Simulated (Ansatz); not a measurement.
A geometry of Rh away from equilibrium: step 13 of the relaxation of a randomly generated symmetric cell of Rh (space group No. 65). The numbers are results of PBEsol (plane waves to 420 eV, PAW, scalar-relativistic; Ansatz, a program for electronic structure), not measurements. Γ-centred k-mesh 15×15×10 on the run's cell (coarser than for final values), Fermi–Dirac smearing 0.05 eV.

```xyz
1
Lattice="1.3166 -2.1823 0.0000 1.3166 2.1823 0.0000 0.0000 0.0000 2.5172" Properties=species:S:1:pos:R:3:forces:R:3 pbc="T T T" free_energy=-6338.227 pressure_GPa=4.8
Rh     0.0000     0.0000     1.2586    0.0000    0.0000    0.0000
```

Positions in Å, forces in eV/Å, free energy of the cell in eV (comparable only within this code, potentials and settings). Largest force: all forces are below 0.005 eV/Å; the geometry lies 0.02 eV/atom above the end of its relaxation.

No spin polarisation in the result.

The run could not lose the symmetry of its start: the end is stationary, and may be a saddle point rather than a minimum.

The end of the path is a generated cell of Rh: the first start was made by a random draw of sites in a space group, and the end was not matched to a known phase here, so it may be hypothetical. Known forms of Rh include space group No. 225.
